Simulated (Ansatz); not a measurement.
Relaxed candidate structures of FeNi:

A. Fdd2 (No. 43), oF32; a = 8.290 Å, b = 8.605 Å, c = 5.103 Å, α = 90.00°, β = 90.00°, γ = 90.00°; Fe 16b (0.120, 0.160, 0.615); Ni 16b (0.126, 0.163, 0.119); ferromagnetic

B. I4₁/amd, origin choice 1 (No. 141), tI16; a = 5.816 Å, b = 5.816 Å, c = 5.416 Å, α = 90.00°, β = 90.00°, γ = 90.00°; Fe 8d (0.250, 0.000, 0.375); Ni 8c (0.000, 0.250, 0.125); ferromagnetic

Question: Put the candidates in order of energy per atom, lowest first, for PBE (plane waves to 420 eV, PAW, scalar-relativistic; Ansatz, a program for electronic structure).

Answer: A (reference, the lowest of the structures calculated here), B (+0.03 eV/atom)

Probably no minimum, since a slightly shaken restart fell lower: I4₁/amd, tI16, ferromagnetic (by 0.03 eV/atom, to Fdd2). Each run could gain symmetry but not lose that of its start, so entries can be saddle points. All of these are generated cells (placed on structure types, drawn at random, substituted or restacked) that were not matched to a known phase here. Each structure is listed in the lowest spin state found for it. The real structure of this composition may not be among these. Energies are at zero temperature and pressure, without zero-point motion. The runs use different k-meshes, so differences are rounded accordingly. Spin states reached: ferromagnetic; spin orders were not searched systematically.
